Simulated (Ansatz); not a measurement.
Monolayer C (graphene, P6/mmm in the vacuum cell, 2 atoms) under equal strain ε along x and y, atoms relaxed, r²SCAN+D4 in the plane-wave PAW code Ansatz. Strained cells keep size and symmetry, so buckling is not allowed; words on stability below refer to the unstrained layer.

| ε (%) | tension xx (N/m) |
|---|---|
| -4 | -21.07 |
| -2 | -9.53 |
| 0 | 0.01 |
| 2 | 7.87 |
| 4 | ? |

Problem. Fit the shown tensions and predict the withheld one.

Solution. A parabola gives σ = 0.06 + 435.8ε + (-2300)ε² N/m, whose slope estimates C11 + C12. At ε = 0.04 that is 13.81 N/m. The run itself gave 14.31 N/m.

A layer that has been made, often on a substrate. It is flat by the symmetry kept. Symmetry was held in the r²SCAN+D4 relaxation; whether a distortion lowers the energy is not shown.

Potentials: the later of the program's two PAW sets.
